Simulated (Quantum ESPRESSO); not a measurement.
pw.x input (Quantum ESPRESSO 7.5; PBEsol, PseudoDojo standard norm-conserving files, scalar-relativistic):

```
&CONTROL
  calculation = 'scf'
  pseudo_dir = './pseudo'
  outdir = './out'
  tprnfor = .true.
  tstress = .true.
/
&SYSTEM
  ibrav = 0
  nat = 8
  ntyp = 3
  ecutwfc = 84.0
  ecutrho = 336.0
  occupations = 'smearing'
  smearing = 'fd'
  degauss = 0.002
  nbnd = 28
/
&ELECTRONS
  conv_thr = 8e-10
/
ATOMIC_SPECIES
H 1.0080 H.upf
F 18.9984 F.upf
K 39.0983 K.upf
CELL_PARAMETERS angstrom
 -2.799455000000   2.799455000000   3.352835000000
  2.799455000000  -2.799455000000   3.352835000000
  2.799455000000   2.799455000000  -3.352835000000
ATOMIC_POSITIONS crystal
H   0.500000000000   0.000000000000   0.500000000000
H   0.000000000000   0.500000000000   0.500000000000
F   0.355940000000   0.855940000000   0.211880000000
F   0.644060000000   0.144060000000   0.788120000000
F   0.855940000000   0.644060000000   0.500000000000
F   0.144060000000   0.355940000000   0.500000000000
K   0.750000000000   0.750000000000   0.000000000000
K   0.250000000000   0.250000000000   0.000000000000
K_POINTS automatic
8 8 8 0 0 0
```

End of the output:

```

[...]
     the Fermi energy is     2.7040 ev
!    total energy              =    -319.43897842 Ry
     estimated scf accuracy    <          6.2E-12 Ry
     smearing contrib. (-TS)   =       0.00000000 Ry
     internal energy E=F+TS    =    -319.43897842 Ry
     The total energy is F=E-TS. E is the sum of the following terms:
     one-electron contribution =    -133.69144417 Ry
     hartree contribution      =      90.11892992 Ry
     xc contribution           =     -70.35199485 Ry
     ewald contribution        =    -205.51446933 Ry
     convergence has been achieved in  11 iterations
     Forces acting on atoms (cartesian axes, Ry/au):
     atom    1 type  1   force =     0.00000000    0.00000000    0.00000000
     atom    2 type  1   force =    -0.00000000   -0.00000000   -0.00000000
     atom    3 type  2   force =    -0.00076382   -0.00076382   -0.00000000
     atom    4 type  2   force =     0.00076382    0.00076382   -0.00000000
     atom    5 type  2   force =     0.00076382   -0.00076382    0.00000000
     atom    6 type  2   force =    -0.00076382    0.00076382    0.00000000
     atom    7 type  3   force =     0.00000000    0.00000000    0.00000000
     atom    8 type  3   force =     0.00000000    0.00000000    0.00000000
     Total force =     0.002160     Total SCF correction =     0.000007
     Computing stress (Cartesian axis) and pressure
          total   stress  (Ry/bohr**3)                   (kbar)     P=        4.59
   0.00003188   0.00000000   0.00000000            4.69        0.00        0.00
   0.00000000   0.00003188   0.00000000            0.00        4.69        0.00
   0.00000000   0.00000000   0.00002980            0.00        0.00        4.38
```
In a gapped system the printed Fermi energy is only some level inside the gap.

Geometry of the Materials Project entry, not relaxed at this level.
